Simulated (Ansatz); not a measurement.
Here is an unrelaxed guess for MgCd2O3.

```cif
data_structure
_symmetry_space_group_name_H-M 'P6/mmm'
_symmetry_Int_Tables_number 191
_cell_length_a 5.2488
_cell_length_b 5.2488
_cell_length_c 3.9444
_cell_angle_alpha 90.000
_cell_angle_beta 90.000
_cell_angle_gamma 120.000
_cell_volume 94.11
loop_
_atom_site_label
_atom_site_type_symbol
_atom_site_symmetry_multiplicity
_atom_site_Wyckoff_symbol
_atom_site_fract_x
_atom_site_fract_y
_atom_site_fract_z
_atom_site_occupancy
Mg1 Mg 1 a 0.00000 0.00000 0.00000 1
Cd1 Cd 2 c 0.66667 0.33333 0.00000 1
O1 O 3 g 0.50000 0.00000 0.50000 1
```

Theory: DFT PBE, scalar-relativistic, plane waves, PAW in Ansatz. Plane waves to 420 eV, a k mesh through Γ of 6×6×4 on the computed 6-atom cell and Gaussian smearing (0.10 eV); collinear spin from starting moments 0.0 0.0 0.0 1.0 1.0 1.0 μB.

Energies over the elements count from the elements' standard structures at the same level (O₂ as a molecule), with no fitted energy shifts.

Task: Estimate its pressure, forces and energy as it stands.

Result: The pressure is -4.7 GPa (the mean over three directions, positive in compression), the largest force is 0.00 eV/Å (symmetry fixes the atoms), and the energy is +0.01 eV/atom against the elements. The shortest distance is 2.49 Å.

Task: Is it a good guess?

Result: A rough one: relaxing gains about 0.51 eV/atom (the start's value is from the coarse mesh, so the gain is rough) in 18 ionic steps and ends at −0.50 eV/atom on the finer mesh. The symmetry stays P6/mmm (No. 191). The volume per atom shrinks by 3.4 %, from 15.7 to 15.2 Å³. The shortest distance goes from 2.49 Å (Cd–O) to 2.29 Å (Cd–O). The ratio c/a of the conventional cell changes by a factor of 0.71. Conventional cell: a = 5.821 Å, c = 3.098 Å. Mg is surrounded by 2 Mg at 3.10 Å, 12 O at 3.30 Å and 6 Cd at 3.36 Å; Cd is surrounded by 6 O at 2.29 Å, 2 Cd at 3.10 Å, 3 Cd at 3.36 Å and 3 Mg at 3.36 Å; O is surrounded by 4 Cd at 2.29 Å, 4 O at 2.91 Å, 2 O at 3.10 Å and 4 Mg at 3.30 Å.

The last run used a 6×6×12 mesh (in the run's order of axes) for its 6-atom cell and Gaussian smearing of 0.10 eV. The cell is a metal run without spin; a magnetic state may lie lower. The relaxation can't lower the symmetry of the start, and the grade says only how near the guess is to its own end. A structure relaxed within its symmetry needn't be a true minimum.
